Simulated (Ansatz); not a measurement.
An elastic tensor (GPa, Voigt order, standard axes) from DFT-PBEsol in the program Ansatz with PAW potentials:

```
347  199  199  0.0  0.0  0.0
199  347  199  0.0  0.0  0.0
199  199  347  0.0  0.0  0.0
0.0  0.0  0.0  112  0.0  0.0
0.0  0.0  0.0  0.0  112  0.0
0.0  0.0  0.0  0.0  0.0  112
```

Q: Pick the material that matches.
A) GaAs, zinc blende
B) GaPt3, Cu3Au type
C) InAg3, Cu3Au type
D) ScPd3, Cu3Au type

A: B, GaPt3, Cu3Au type

Space group Pm-3m (Cu3Au type). The workflow started from a Materials Project entry (that database holds measured and hypothetical structures alike); the Crystallography Open Database copy checked does not list it. COD files the formula under space group No. 127. Whether it is the stable phase at ambient conditions was not checked. Symmetry was held in the PBEsol relaxation; its stability against distortions is not shown here. No spin polarisation was allowed. As this level gives no gap, shear constants depend on the k-mesh and smearing (Fermi–Dirac, 0.1 eV here). Spin–orbit coupling is left out wherever it is not named.

Potentials: the later of the program's two PAW sets.
